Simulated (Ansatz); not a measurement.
One starting cell of CeO₂ (a generated cell, CeO2 placed in the pyrite structure type) was relaxed twice with Ansatz (plane waves, PAW, scalar-relativistic): with r2SCAN at 500 eV and with PBE at 420 eV. The r2SCAN result:

Space group Fm-3m (No. 225); a = 5.4377 Å, b = 5.4377 Å, c = 5.4377 Å, α = 90.00°, β = 90.00°, γ = 90.00°

```tsv
atom	site	symmetry	x	y	z
Ce	4a	m-3m	0.0000	0.0000	0.0000
O	8c	-43m	0.2500	0.2500	0.2500
```
(The calculation used a cell of 3 atoms; values per cell refer to that cell.)

| quantity | r2SCAN | PBE |
|---|---|---|
| space group | Fm-3m | Fm-3m |
| volume (Å³/atom) | 13.40 | 13.60 |
| a (Å) | 5.438 | 5.465 |
| gap (eV, no spin-orbit coupling) | 2.21 | 1.88 |

Both levels end in the same structure; PBE's volume is 1.5 % larger; its gap is 0.33 eV smaller. Neither column is exact.

No spin polarisation in the result. No Hubbard U is applied. The f-shell occupation is the one the SCF fell into and was not checked against other states.

Measured for CeO2: a 5.391 Å (0 K or low temperature; as listed in Stimac, Jared C., Goldman, Nir, arXiv (2024)); gap 3 eV (as listed in Fabien Tran et al., Journal of Applied Physics (2019)). Computed minus measured — a: r2SCAN +0.9 %, PBE +1.4 %; gap: r2SCAN -0.79 eV, PBE -1.12 eV. The computed values are for a static lattice, and a measured gap can be an optical one, lowered by exciton binding.

The run could not lose the symmetry of its start; a randomly shaken copy of 6 atoms returns to this structure.

Ansatz is an electronic-structure program.
